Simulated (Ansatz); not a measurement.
ZrSi2:
```cif
data_Si8Zr4
_chemical_formula_sum 'Si8 Zr4'
_space_group_name_H-M_alt 'Cmcm'
_space_group_IT_number 63
_space_group_name_Hall '-C 2c 2'
_cell_length_a 3.64979
_cell_length_b 14.49629
_cell_length_c 3.63430
_cell_angle_alpha 90.000
_cell_angle_beta 90.000
_cell_angle_gamma 90.000
loop_
_atom_site_label
_atom_site_type_symbol
_atom_site_symmetry_multiplicity
_atom_site_Wyckoff_symbol
_atom_site_fract_x
_atom_site_fract_y
_atom_site_fract_z
_atom_site_occupancy
Si1 Si 4 c 0.00000 0.05383 0.25000 1
Si2 Si 4 c 0.00000 0.24988 0.75000 1
Zr1 Zr 4 c 0.00000 0.39517 0.25000 1
```
(The calculation used a cell of 6 atoms; values per cell refer to that cell.)

Relaxed at zero pressure with plane-wave PAW LDA (Ansatz code).

The volume is lowered by 6 % and shape and atoms relax at that volume. What pressure results, and how do the axes share the change?

9.6 GPa; a -1.7 %, b -3.0 %, c -1.5 %; the energy rises by 27 meV/atom.

Give the new structure.


Space group Cmcm (No. 63); a = 3.589 Å, b = 14.064 Å, c = 3.581 Å, α = β = γ = 90.00°

```csv
atom,site,symmetry,x,y,z
Si,4c,m2m,0.0000,0.0554,0.2500
Si,4c,m2m,0.5000,0.2500,0.2500
Zr,4c,m2m,0.0000,0.3962,0.2500
```

The phase is kept; no other phase was compared at this pressure.

Symmetry was held in the LDA relaxation. The run is not spin-polarised.

Potentials: the later of the program's two PAW sets.
